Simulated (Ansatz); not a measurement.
C:
```cif
data_C8
_chemical_formula_sum 'C8'
_space_group_name_H-M_alt 'P 1'
_space_group_IT_number 1
_cell_length_a 4.20750
_cell_length_b 4.20750
_cell_length_c 4.20750
_cell_angle_alpha 109.471
_cell_angle_beta 109.471
_cell_angle_gamma 109.471
loop_
_space_group_symop_operation_xyz
  'x, y, z'
loop_
_atom_site_label
_atom_site_type_symbol
_atom_site_fract_x
_atom_site_fract_y
_atom_site_fract_z
_atom_site_occupancy
C1 C 0.32547 0.32547 0.32547 1
C2 C 0.00000 0.00000 0.67453 1
C3 C 0.00000 0.67453 0.00000 1
C4 C 0.67453 0.00000 0.00000 1
C5 C 0.00000 0.00000 0.32547 1
C6 C 0.67453 0.67453 0.67453 1
C7 C 0.00000 0.32547 0.00000 1
C8 C 0.32547 0.00000 0.00000 1
```

Relaxed with r²SCAN. Independent-particle spectrum: no excitons, no local fields, no scissors shift; 0.1 eV broadening; ε₁ of the summed bands alone.

### Question
Tabulate the dielectric function from the program Ansatz at the r²SCAN level (PAW).

### Answer


| E (eV) | ε₁ xx | ε₂ xx |
|---|---|---|
| 0.0 | 5.21 | 0.00 |
| 0.4 | 5.22 | 0.00 |
| 0.8 | 5.24 | 0.00 |
| 1.2 | 5.29 | 0.00 |
| 1.6 | 5.35 | 0.00 |
| 2.0 | 5.43 | 0.00 |
| 2.4 | 5.54 | 0.00 |
| 2.8 | 5.68 | 0.00 |
| 3.2 | 5.86 | 0.00 |
| 3.6 | 6.09 | 0.00 |
| 4.0 | 6.41 | 0.00 |
| 4.4 | 6.89 | 0.15 |
| 4.8 | 7.31 | 0.25 |
| 5.2 | 8.10 | 0.38 |
| 5.6 | 9.63 | 0.97 |
| 6.0 | 10.49 | 4.79 |
| 6.4 | 7.99 | 5.91 |
| 6.8 | 7.16 | 5.28 |
| 7.2 | 6.55 | 4.55 |
| 7.6 | 7.58 | 6.11 |
| 8.0 | 6.22 | 7.80 |
| 8.4 | 3.06 | 6.55 |
| 8.8 | 5.60 | 5.59 |
| 9.2 | 5.24 | 8.62 |
| 9.6 | 1.18 | 7.36 |
| 10.0 | 1.65 | 5.64 |
| 10.4 | 1.73 | 6.58 |
| 10.8 | 1.45 | 5.96 |
| 11.2 | 1.27 | 5.93 |
| 11.6 | 0.67 | 4.95 |
| 12.0 | 1.72 | 5.34 |

### Question
From ε at 5.6 eV (xx: 9.63 + 0.97i), find n, k, the normal reflectivity and the absorption coefficient.

### Answer
n = 3.11, k = 0.156, R = 26 %, α = 2kE/ħc = 89000 cm⁻¹.

With all bands, ε∞ without local fields is 5.39.

Space group Im-3m. The start of the workflow was typed in or built on a structure type; neither database checked (COD, Materials Project) lists it. It is not the phase usual at ambient conditions (space group No. 194, 227). The cell was relaxed with r²SCAN under the symmetry of its start; its stability against distortions is not shown here.

Potentials: the later of the program's two PAW sets.
